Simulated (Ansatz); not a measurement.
CaPd$_{5}$:
```
CaPd5
1.0
    5.29472     0.00000     0.00000
   -2.64736     4.58536     0.00000
    0.00000     0.00000     4.42319
Ca Pd
1 5
Cartesian
  0.00000   0.00000   0.00000
  2.64736   0.00000   2.21159
  1.32368   2.29268   2.21159
 -1.32368   2.29268   2.21159
  0.00000   3.05691   0.00000
  2.64736   1.52845   0.00000
```

Relaxed with r²SCAN.

Map the electron localisation function on the plane through (0.000, 0.000, 0.000) spanned by u = [1, 1, 0] and v = [1, -1, 0] in lattice vectors, from r²SCAN in the plane-wave PAW code Ansatz.

x is the fraction of u, y of v (the angle between them is 90°; rows are the nearest grid lines); atoms in the plane: Ca at (0.00, 0.00), Ca at (0.50, 0.50), Pd at (0.00, 0.33), Pd at (0.50, 0.83), Pd at (0.00, 0.67), Pd at (0.50, 0.17).
```
|%%@@%-  ...........  -%@@%%|
|@@@@+   :::::::::::   +@@@@|
|@@%*.  .::--===--::.  .*%@@|
|      ::-=+*+++*+=-::      |
|:......:-+*+-:-+*+-:......:|
|---:.....-+*****+-.....:---|
|++=-:....:-=+++=-:....:-=++|
|==**=:....:::::::....:=**==|
|:-+*+-::..       ..::-+*+-:|
|**+=-::.  .-+*+-.  .::-=+**|
|==--::.  .*%@@@%*.  .::--==|
|......  :%@@@@@@@%:  ......|
|......  :%@@@@@@@%:  ......|
|==--::.  .*%@@@%*.  .::--==|
|**+=-::.  .-+*+-.  .::-=+**|
|:-+*+-::..       ..::-+*+-:|
|==**=:....:::::::....:=**==|
|++=-:....:-=+++=-:....:-=++|
|---:.....-+*****+-.....:---|
|:......:-+*+-:-+*+-:......:|
|      ::-=+*+++*+=-::      |
|@@%*.  .::--===--::.  .*%@@|
|@@@@+   :::::::::::   +@@@@|
|%%@@%-  ...........  -%@@%%|
```
Scale: ten equal steps from 0.046 (start of ' ') to 0.862 (end of '@'), in the order ' .:-=+*#%@'; x runs from 0.000 to 1.00, y from 0.000 (bottom) to 1.00 (top).

The density is the valence pseudo-density with augmentation charge, so density and ELF within about 1 Å of a nucleus are not all-electron values.

Space group P6/mmm. The workflow started from an entry of the Crystallography Open Database (COD). Its standing as an ambient phase is unchecked. The r²SCAN relaxation kept the symmetry of its start; whether a distortion lowers the energy is not shown. No spin polarisation was allowed.

Potentials: the later of the program's two PAW sets.
